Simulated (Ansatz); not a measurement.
Values for one crystal, relaxed and computed with the program Ansatz at the PBEsol level (PAW); other levels are named.

```yaml
volume_per_atom: 11.75 Å³
band_gap: 1.00 eV (direct)
Pressure derivative B′: 4.5
electron_effective_mass: 0.18 mₑ (isotropic)
hill_bulk_and_shear_moduli: 160 and 51.6 GPa
Elastic constants (relaxed ions, GPa): C11 = 232, C12 = 134, C13 = 114, C14 = -4.8, C33 = 252, C44 = 47.0
Electronic dielectric constant ε∞ (DFPT): 4.74 (xx = yy), 4.73 (zz)
```

Task: Pick the material that matches.
A. FeBiO3, P4mm (Fe on 1a, Bi on 1b, O on 1a, O on 2c)
B. Ga2AsP, R3m (Ga on 3a, Ga on 3a, P on 3a, As on 3a)
C. Zn3InGaO6, R3m (Pearson symbol hR11)
D. ZnCdSeS, P3m1 (Zn on 1b, Cd on 1a, Se on 1b, S on 1a)

Result: C, Zn3InGaO6, R3m (Pearson symbol hR11)

The first step of the workflow began from a Materials Project structure, measured or hypothetical; the Crystallography Open Database copy checked does not list it. Its standing as an ambient phase is unchecked. Symmetry was held in the PBEsol relaxation; its stability against distortions is not shown here. Spin–orbit coupling is left out wherever it is not named.

Potentials: the later of the program's two PAW sets.
